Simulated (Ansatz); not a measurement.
Here is the system:

ZrC (rock salt, space group No. 225), a = b = c = 4.708 Å, α = β = γ = 90.00°; the cell used has 2 atoms.

This is the PBE-relaxed structure.

### Question
All from PBE in the plane-wave PAW code Ansatz, unless another level is named. Predict the Debye temperature from the elastic constants.

### Answer
695 K.

### Question
What about the elastic constants (relaxed ions, GPa)?

### Answer
C11 = 460, C12 = 104, C44 = 153.

### Question
What about the highest zone-centre frequency?

### Answer
421 cm^-1.

Space group Fm-3m (rock salt). The PBE relaxation kept the symmetry of its start; of distortions, only those at the zone centre were tested. No spin polarisation was allowed. As this level gives no gap, shear constants depend on the k-mesh and smearing (Fermi–Dirac, 0.1 eV here). As this level gives no gap, phonon frequencies hold no LO–TO term and depend on the k-mesh and smearing (Fermi–Dirac, 0.1 eV here).

Potentials: the later of the program's two PAW sets.
